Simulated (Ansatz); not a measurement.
# La7Rh3: gradients before and after relaxing the atoms

Start: a Materials Project structure (computed, not necessarily an observed phase), atoms as given.

Space group P6_3mc (No. 186); a = 10.3159, c = 6.4882 Å, γ = 120.00°.

```
site  Wyckoff  site symmetry       x       y       z
 La1       2b            3m.  0.6667  0.3333  0.5671
 La3       6c            .m.  0.8749  0.7498  0.7641
 La9       6c            .m.  0.4578  0.9156  0.5931
  Rh       6c            .m.  0.1900  0.3799  0.8562
```

One atom of each set is listed.

The numbers come from a DFT calculation in Ansatz (PBE, plane waves and PAW, scalar-relativistic, 420 eV cutoff, Γ-centred 4×4×5 k-points, Fermi–Dirac smearing 0.05 eV).

The largest force at the start is 0.18 eV/Å. Relaxing the ions at fixed cell moves them by 0.153 Å at most (atom 18, Rh) and 0.119 Å rms. End positions:

La1 (0.6667, 0.3333, 0.5598)
La3 (0.8747, 0.7495, 0.7858)
La9 (0.4607, 0.9214, 0.5968)
Rh (0.1880, 0.3760, 0.8333)

| site | moved (Å) | first shell before | first shell after | V_zz before (10²¹ V/m²) | η before |
| --- | --- | --- | --- | --- | --- |
| La1 | 0.047 | 3 Rh at 2.90 Å | 3 Rh at 2.98 Å | -2.16 | 0.00 |
| La3 | 0.141 | 3 Rh at 2.89–3.05 Å | 3 Rh at 2.98–3.14 Å | 6.08 | 0.80 |
| La9 | 0.057 | 2 Rh at 2.95 Å, angle 97° | 2 Rh at 2.89 Å, angle 102° | 8.39 | 0.58 |
| Rh | 0.153 | 6 La at 2.89–3.05 Å | 6 La at 2.89–3.14 Å | 7.68 | 0.33 |

(1) What are V_zz and η after the relaxation?

Results:

(1) 

| site | V_zz after | η after | change of V_zz |
| --- | --- | --- | --- |
| La1 | -4.05 | 0.00 | -1.89 |
| La3 | 6.70 | 0.52 | +0.62 |
| La9 | 7.56 | 0.67 | -0.83 |
| Rh | 7.27 | 0.80 | -0.41 |

The largest change of V_zz is on La1, from -2.16 to -4.05. The whole tensor moves most on Rh, by 5.30 along its most changed direction. In per cent, |V_zz| changes by -10 to +88 on La, -5 on Rh (all sites that start above 2). On Rh, La3 V_xx and V_yy change places (or their axes turn by over 50°), so the two values of η hide a larger change.

The run finds no gap above 0.1 eV (a metal, or nearly one), so the gradients can move by 10 % or more with the k-mesh. Without spin–orbit coupling (the program notes it for La and Rh) the gradients can shift somewhat, as the gap is small. With these PAW files V_zz is typically within 2 to 3 % of all-electron values, but misses above 10 % occur on Rh.
